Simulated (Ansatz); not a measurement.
Consider the following.

BiAu₂:
```
CELL_PARAMETERS angstrom
      0.00000     3.93881     3.93881
      3.93881     0.00000     3.93881
      3.93881     3.93881     0.00000
ATOMIC_POSITIONS crystal
  Bi 0.00000 0.00000 0.00000
  Bi 0.25000 0.25000 0.25000
  Au 0.62500 0.62500 0.12500
  Au 0.62500 0.12500 0.62500
  Au 0.62500 0.62500 0.62500
  Au 0.12500 0.62500 0.62500
```

This is the LDA-relaxed structure.

Q: All from the program Ansatz at the LDA level (PAW), unless another level is named. Estimate the Debye temperature from the elastic constants.

A: 167 K.

Q: Next, the highest zone-centre frequency?

A: 196 cm⁻¹.

Space group Fd-3m (cubic Laves (MgCu2 type)). The workflow started from a Materials Project entry (that database holds measured and hypothetical structures alike); the Crystallography Open Database files this formula in space group No. 227, but the cells were not matched. Whether it is the stable phase at ambient conditions was not checked. The cell was relaxed with LDA under the symmetry of its start; of distortions, only those at the zone centre were tested. As this level gives no gap, shear constants depend on the k-mesh and smearing (Fermi–Dirac, 0.1 eV here). As this level gives no gap, phonon frequencies hold no LO–TO term and depend on the k-mesh and smearing (Fermi–Dirac, 0.1 eV here). Scalar-relativistic: spin–orbit coupling is off unless named, which matters more the heavier the elements.

Potentials: the later of the program's two PAW sets.
